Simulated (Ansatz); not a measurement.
Sb$_{2}$CSe$_{2}$ in Ansatz, relaxation

The command:

```bash
ansatz run input.yaml --threads 2 --pin off --max-ram 3584MiB --backend cpu --events-out ev --progress --plain --runs-dir out
```

The input file (Ansatz 0.2.0, plane waves):

```yaml
crystal:
  lattice:
    - [0.0, 3.923331, 0.0]
    - [5.326573, -1.961665, 0.0]
    - [-0.046735, 1.961665, -11.194862]
  atoms:
    - { symbol: Sb, position: [0.9548, 0.7341, 0.8245] }
    - { symbol: Sb, position: [0.0452, 0.2659, 0.1755] }
    - { symbol: Sb, position: [0.8119, 0.2259, 0.6021] }
    - { symbol: Sb, position: [0.1881, 0.7741, 0.3979] }
    - { symbol: C, position: [0.3942, 0.7728, 0.9844] }
    - { symbol: C, position: [0.6058, 0.2272, 0.0156] }
    - { symbol: Se, position: [0.2114, 0.1852, 0.7624] }
    - { symbol: Se, position: [0.7886, 0.8148, 0.2376] }
    - { symbol: Se, position: [0.5937, 0.779, 0.5916] }
    - { symbol: Se, position: [0.4063, 0.221, 0.4084] }
  symmetry: { tolerance: 0.0003 }
kpoints:
  mp_grid: { grid: [5, 5, 5], shift: [0, 0, 0] }
magnetization:
  spin_polarized: false
scf:
  occupations: { method: fermi_dirac }
  lower_state_search: "off"
hamiltonian:
  pseudopotentials: { kind: paw }
  xc: r2scan
basis:
  ecutwfc: 500
  fft_grid_basis: typed
relax:
  max_steps: 60
  cell: { p_target: 0.0 }
  f_tol: 0.03
output:
  forces: true
  stress: true
  eigenvalues: true
  populations: true
  elf: true
  write_potential: true
  volumetric_format: npy
  dos:
    e_range: [-12, 8]
    de: 0.05
    projected: { site_lists: { C: [C], Sb: [Sb], Se: [Se] } }
  bader: false
checkpoint:
  read: saved_state
```

Origin of the cell: a known structure type with other elements, at an estimated volume, so it need not be a known compound.

The smearing width isn't typed, so it takes its default of 0.1 eV.

The saved state is a converged single point of the same cell.

Steps («new basis» is an SCF on plane waves selected anew at the same cell):

```
step  ΔF (meV/atom)  max force component (eV/Å)  P (GPa)  volume (Å³)  SCF iterations   step was
   1            0.0                       3.022     3.72       233.95               7   accepted
   2         -265.8                       2.314    -1.40       236.72              10   accepted
   3         -460.1                       4.177    -1.97       234.86              10   accepted
   4         -688.1                       5.079    -1.23       233.49               8   accepted
   5         -693.5                      10.849     4.85       232.73               8   accepted
   6         -783.3                       3.457    -0.34       238.64               8   accepted
   7         -834.7                       1.854     0.11       247.90               8   accepted
   8         -858.4                       0.614    -0.21       255.87               9   accepted
   9         -870.3                       0.166     0.02       261.24               9   accepted
  10         -873.5                       0.258    -0.19       264.03               9   accepted
  11         -842.9                       4.154    -1.60       266.88               9   rejected
  12         -875.4                       0.057    -0.03       261.43              12   accepted
  13         -875.6                       0.048    -0.02       261.04               7   accepted
  14         -875.9                       0.023     0.05       259.78               7   accepted
  15         -875.9                       0.018    -0.04       259.84               7   accepted
  16         -875.9                       0.007     0.02       259.48               7   accepted
  17         -877.1                       0.007     0.08       259.48               8  new basis
  18         -877.2                       0.015    -0.03       260.28               8   accepted
  19         -877.2                       0.060     0.00       260.13               8   rejected
  20         -877.2                       0.005     0.00       260.26               9   accepted
  21         -877.2                       0.005     0.00       260.26               6  new basis
```

Before:

Space group C2/m (No. 12); the run's cell has a = 3.923 Å, b = 5.676 Å, c = 11.366 Å, α = 93.64°, β = 80.06°, γ = 110.22°. Shortest distances: Sb–Se 2.38 Å, C–C 2.44 Å, C–Sb 2.66 Å, C–Se 3.45 Å, Se–Se 3.49 Å.

After:

Space group C2/m (No. 12); the run's cell has a = 3.751 Å, b = 6.136 Å, c = 12.380 Å, α = 105.83°, β = 81.29°, γ = 107.80°. Shortest distances: C–C 1.33 Å, C–Sb 2.28 Å, Sb–Se 2.59 Å, C–Se 3.51 Å, Se–Se 3.54 Å.

```
CELL_PARAMETERS angstrom
0.00000 3.75082 0.00000
5.80047 -1.87541 0.69495
-1.51146 1.87541 -12.14334
ATOMIC_POSITIONS crystal
Sb 0.01971 0.87526 0.83585
Sb 0.98029 0.12474 0.16415
Sb 0.82240 0.25834 0.61354
Sb 0.17760 0.74166 0.38646
C 0.51038 0.96490 0.94415
C 0.48962 0.03510 0.05585
Se 0.24838 0.28651 0.78975
Se 0.75162 0.71349 0.21025
Se 0.61505 0.80153 0.57144
Se 0.38495 0.19847 0.42856
```

- Free energy lowered by: 877.2 meV/atom
- Volume change: 11.25 %
- Final pressure: 0.00 GPa
- Relaxation steps listed: 21
- Formation energy (elements under the same functional, gases as molecules, uncorrected): 0.201 eV/atom

Caveats: no dispersion correction, so spacings can come out too large where layers or molecules are weakly bound; no spin-orbit coupling, though heavy elements are present; the k mesh is coarse if the cell is a metal; the relaxation held the start's symmetry, so the end may be a saddle point.

It ran for 1300 s of wall time on 2 CPU thread(s) of a shared host, from a saved density.
